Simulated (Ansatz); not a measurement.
## Band structure of TaRu

```
Ta Ru
1.0
     3.05300    0.00000    0.00000
     0.00000    3.05300    0.00000
     0.00000    0.00000    3.38900
Ta Ru
1 1
Direct
  0.50000 0.50000 0.50000
  0.00000 0.00000 0.00000
```

Atom numbers follow the list: Ta1, Ru2.

The cell comes from COD entry 1523017, which wasn't checked; take it as a given geometry.

Spin polarisation is left out, and whether a magnetic state lies lower isn't shown here.

No spin–orbit coupling, which matters for the heavy atoms here.

These are results of DFT, LDA, all-electron LAPW, scalar-relativistic in Ansatz 0.2.0, not measurements.

The runs use a Γ-centred 11×11×10 k mesh, Fermi–Dirac smearing of 0.05 eV, basis error target 0.5 meV/atom, no spin polarisation.

Points in fractions of the reciprocal vectors of this cell: Γ (0, 0, 0), X (0, 0.5, 0), M (0.5, 0.5, 0), Z (0, 0, 0.5), R (0, 0.5, 0.5), A (0.5, 0.5, 0.5). The path joins them by straight lines in the order Γ–X–M–Γ–Z–R–A–Z–X; legs that retrace an earlier one aren't tabulated. Energies are in eV from the Fermi level.

Task: Is there a gap?

Result: none: with an odd electron count and no spin polarisation the bands can't all be full, a metal in this set-up (spin order or a larger cell could open a gap).

Task: List the levels between -20 and 8 eV at the symmetry points.

Result: 
Γ: -8.64, -5.84, -5.62, -2.35 (×2), -1.49, 0.43, 1.77, 4.30, 4.43 (×2), 6.53
X: -4.78, -4.31, -3.54, -2.55, -2.06, -1.96, -1.18, -0.68, 0.45, 1.67, 2.40, 5.52
M: -6.02, -5.85, -4.54 (×2), 0.26, 1.13, 1.44 (×2), 2.95, 4.67 (×2), 5.02
Z: -5.48, -4.79, -3.88, -2.52, -1.79 (×2), -0.81, 0.06, 0.78 (×2), 3.01 (×2)
R: -6.06, -5.74, -3.46, -3.43, -0.83, 0.55, 0.63, 0.72, 1.07, 4.21, 4.31, 4.73
A: -3.80, -3.37 (×2), -3.20, -2.55 (×2), -0.33, 0.30, 3.69, 5.11, 7.48
